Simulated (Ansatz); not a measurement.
Ti2SnC:
```xyz
8
Lattice="3.1652 0.0000 0.0000 -1.5826 2.7412 0.0000 0.0000 0.0000 13.7310" Properties=species:S:1:pos:R:3 pbc="T T T"
Ti     0.0000     1.8275     1.1088
Ti     1.5826     0.9137    12.6222
Ti     1.5826     0.9137     7.9743
Ti     0.0000     1.8275     5.7567
Sn     0.0000     1.8275    10.2982
Sn     1.5826     0.9137     3.4327
C      0.0000     0.0000     0.0000
C      0.0000     0.0000     6.8655
```

Relaxed with r²SCAN. Special points in fractions of this cell's reciprocal vectors: Γ (0.000, 0.000, 0.000); M (0.500, 0.000, 0.000); K (0.333, 0.333, 0.000); A (0.000, 0.000, 0.500); L (0.500, 0.000, 0.500); H (0.333, 0.333, 0.500).

Question: List the band energies nearest the Fermi level at these points for plane-wave PAW r²SCAN (Ansatz code).

Answer: In eV from the Fermi level; about four levels below and three above (degenerate sets whole), none deeper than 8.9 eV; points with the same levels are listed once.

| k | below | above |
|---|---|---|
| Γ | -3.19 -3.19 -3.17 -3.17 -2.89 | 0.30 0.30 0.31 0.31 0.31 |
| M | -2.43 -2.31 -1.72 -1.68 | 1.04 1.19 1.47 |
| K | -2.44 -2.17 -2.17 -0.74 | 0.62 0.72 0.72 |
| A | -3.18 -3.18 -3.18 -3.18 | 0.30 0.30 0.30 0.30 |
| L | -2.37 -2.37 -1.70 -1.70 | 1.26 1.26 1.42 1.42 |
| H | -2.16 -2.16 -0.17 -0.17 | 0.61 0.61 1.77 1.77 1.77 1.77 |

Space group P6_3/mmc. The workflow started from a Materials Project entry (that database holds measured and hypothetical structures alike); the Crystallography Open Database copy checked does not list it. Its standing as an ambient phase is unchecked. The cell was relaxed with r²SCAN under the symmetry of its start; whether a distortion lowers the energy is not shown. No spin polarisation was allowed. Spin–orbit coupling is left out wherever it is not named.

Potentials: the later of the program's two PAW sets.
